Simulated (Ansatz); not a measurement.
**Several inputs for PbSe with Na replacing Pb**

Cell: a supercell of PbSe (rock salt type, Fm-3m) built from an entry of the Crystallography Open Database (COD), with all atoms left at the host's positions.

Space group Fm-3m (No. 225); a = 18.3639 Å.

```csv
site,Wyckoff,site symmetry,x,y,z
Na,4a,m-3m,0.0000,0.0000,0.0000
Pb2,48h,m.m2,0.1667,0.1667,0.0000
Pb5,32f,.3m,0.3333,0.1667,0.1667
Pb15,24e,4m.m,0.5000,0.5000,0.3333
Se28,32f,.3m,0.1667,0.1667,0.1667
Se30,24e,4m.m,0.5000,0.5000,0.1667
Se32,48i,m.m2,0.5000,0.3333,0.3333
Se41,4b,m-3m,0.5000,0.5000,0.5000
```

One atom of each set is listed; the run and its k-mesh use a cell of 54 atoms with edges of 12.99, 12.99, 12.99 Å.

Reference run. Method: Kohn–Sham DFT in Ansatz, PBE, plane waves and PAW, scalar-relativistic, 420 eV cutoff, Γ-centred 2×2×2 k-points, Fermi–Dirac smearing 0.01 eV, cell charge -1.

It gives V_zz (10²¹ V/m²) Se30 -7.96 (η 0.00), Pb15 -2.73 (η 0.00), among others. Each of these runs changes the input as listed (caps on SCF iterations aside):

A. output.forces: forces → Forces
B. kpoints.mp_grid.grid: [2, 2, 2] → [1, 1, 1]; scf.algorithm: not typed → direct_min

Problem. Which of these changes matter for the gradients?

Solution. 

| run | Se30 V_zz (η) | Pb15 V_zz (η) | largest change of a gradient tensor, all atoms | note |
| --- | --- | --- | --- | --- |
| A | – | – | – | refused: unknown field `Forces` |
| B | -12.56 (0.00) | 3.19 (0.00) | 5.92 | converged; mesh coarser than the reference's |

Run B moves a gradient tensor by up to 5.92, on Pb15 (V_zz from -2.73 to 3.19). Run A holds a misspelt key.

In run B the shift comes from kpoints.mp_grid.grid: the other keys steer the path to self-consistency or leave the density as it is.

On the reference run: The defect repeats with the cell of 54 atoms, so it feels its images: sites between two images don't show the values beside a lone defect, and zeros or small values of η there can come from the images' arrangement. A uniform background compensates the cell's charge. Spin–orbit coupling is left out, which shifts gradients on Pb by a few per cent in wide-gap crystals, and can shift them far more where the calculated gap is small or absent, as here. With a gap of 0.4 eV on this mesh, small gradients can still move by 0.1 × 10²¹ V/m² or more as the k-mesh gets denser. The neighbours have not yet relaxed around the defect (largest force 0.19 eV/Å), so a real crystal will differ.
